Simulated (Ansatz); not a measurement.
LuPd$_{3}$:
```xyz
4
Lattice="4.0179 0.0000 0.0000 0.0000 4.0179 0.0000 0.0000 0.0000 4.0179" Properties=species:S:1:pos:R:3 pbc="T T T"
Lu     0.0000     0.0000     0.0000
Pd     0.0000     2.0090     2.0090
Pd     2.0090     0.0000     2.0090
Pd     2.0090     2.0090     0.0000
```

Relaxed with PBEsol. Special points in fractions of this cell's reciprocal vectors: Γ (0.000, 0.000, 0.000); X (0.000, 0.500, 0.000); M (0.500, 0.500, 0.000); R (0.500, 0.500, 0.500).

Problem. List the band energies nearest the Fermi level at these points for PBEsol in the plane-wave PAW code Ansatz.

Solution. In eV from the Fermi level; about four levels below and three above (degenerate sets whole), none deeper than 8.9 eV; points with the same levels are listed once.

```csv
k,below,above
Γ,-2.29 -2.29 -2.29 -0.94 -0.94 -0.38,0.08 0.08 0.08
X,-1.58 -1.58 -1.52 -1.49 -0.78,0.08 2.61 2.61
M,-1.80 -1.80 -1.43 -1.31 -0.92,2.13 2.13 3.50 3.50
R,-1.92 -1.92 -0.26 -0.26 -0.26,0.82 1.58 1.58 1.58
```

Space group Pm-3m (Cu3Au type). The workflow started from an entry of the Crystallography Open Database (COD). Its standing as an ambient phase is unchecked. Symmetry was held in the PBEsol relaxation; its stability against distortions is not shown here. The run is not spin-polarised. Spin–orbit coupling is left out wherever it is not named.

Potentials: the later of the program's two PAW sets.
